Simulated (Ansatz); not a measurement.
Bi2SO2:
```yaml
crystal:
  lattice:
    - [3.82307, 0.00000, 0.00000]
    - [0.00000, 11.90603, 0.00000]
    - [0.00000, 0.00000, 3.81924]
  atoms:
    - { symbol: Bi, position: [0.47257, 0.85771, 0.50000] }
    - { symbol: Bi, position: [0.52743, 0.14229, 0.50000] }
    - { symbol: Bi, position: [0.97257, 0.64229, 0.00000] }
    - { symbol: Bi, position: [0.02743, 0.35771, 0.00000] }
    - { symbol: S, position: [0.00000, 0.00000, 0.00000] }
    - { symbol: S, position: [0.50000, 0.50000, 0.50000] }
    - { symbol: O, position: [0.47999, 0.74990, 0.00000] }
    - { symbol: O, position: [0.52001, 0.25010, 0.00000] }
    - { symbol: O, position: [0.97999, 0.75010, 0.50000] }
    - { symbol: O, position: [0.02001, 0.24990, 0.50000] }
```

Tensor components refer to the Cartesian frame of this cell.

Question: Give the high-frequency dielectric tensor and the Born effective charge tensors of the independent atoms from DFPT, DFT-PBEsol in the program Ansatz with PAW potentials.

Answer: 
ε∞:
```
12.0  0.00  0.00
0.00  9.71  0.00
0.00  0.00  12.1
```
Z* of atom 1 (Bi), rows: field, columns: displacement, in e:
```
 5.80  -0.06   0.00
-0.16   5.28   0.00
 0.00   0.00   5.84
```
Z* of atom 5 (S), rows: field, columns: displacement, in e:
```
-4.17   0.11   0.00
 0.26  -3.05   0.00
 0.00   0.00  -4.22
```
Z* of atom 7 (O), rows: field, columns: displacement, in e:
```
-3.71   0.17   0.00
 0.01  -3.76   0.00
 0.00   0.00  -3.73
```

Space group Pnnm. The workflow started from a Materials Project entry (that database holds measured and hypothetical structures alike); the Crystallography Open Database copy checked does not list it. Whether it is the stable phase at ambient conditions was not checked. The PBEsol relaxation kept the symmetry of its start; its stability against distortions is not shown here. Spin–orbit coupling is left out wherever it is not named.

Potentials: the later of the program's two PAW sets.
